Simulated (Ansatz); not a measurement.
# Y2InNi2: computed property card

Y2InNi2:
```
CELL_PARAMETERS angstrom
      1.93566    -7.11449     0.00000
      1.93566     7.11449     0.00000
      0.00000     0.00000     3.69186
ATOMIC_POSITIONS crystal
  Y  0.36249 0.63751 0.50000
  Y  0.63751 0.36249 0.50000
  In 0.00000 0.00000 0.00000
  Ni 0.79961 0.20039 0.00000
  Ni 0.20039 0.79961 0.00000
```

Space group Cmmm (No. 65); conventional cell a = 3.871 Å, b = 14.229 Å, c = 3.692 Å, α = β = γ = 90.00°.

Method: DFT-r²SCAN in the program Ansatz with PAW potentials. Structure relaxed to zero pressure with the same functional. Other levels are named where they apply.

### Cell and energy

| Property | Result |
|---|---|
| Volume per atom | 20.34 Å³ |
| Density | 6.70 g/cm³ |
| Formation energy from the elements (no fitted shifts) | -0.55 eV/atom |

### Electronic structure

| Property | Value |
|---|---|
| Electronic character | metallic (no gap) |
| Density of states at the Fermi level | 0.53 states/eV per atom (mean over ±0.08 eV) |

The workflow started from a Materials Project entry (that database holds measured and hypothetical structures alike); the Crystallography Open Database copy checked does not list it. Whether it is the stable phase at ambient conditions was not checked. The cell was relaxed with r²SCAN under the symmetry of its start; its stability against distortions is not shown here. No spin polarisation was allowed. Axis ratios of metals converge slowly with the k-mesh, so a and c are less sure than the volume. The references are the lowest solids computed at this level, not always the standard phases. Spin–orbit coupling is left out wherever it is not named.

Potentials: the later of the program's two PAW sets.
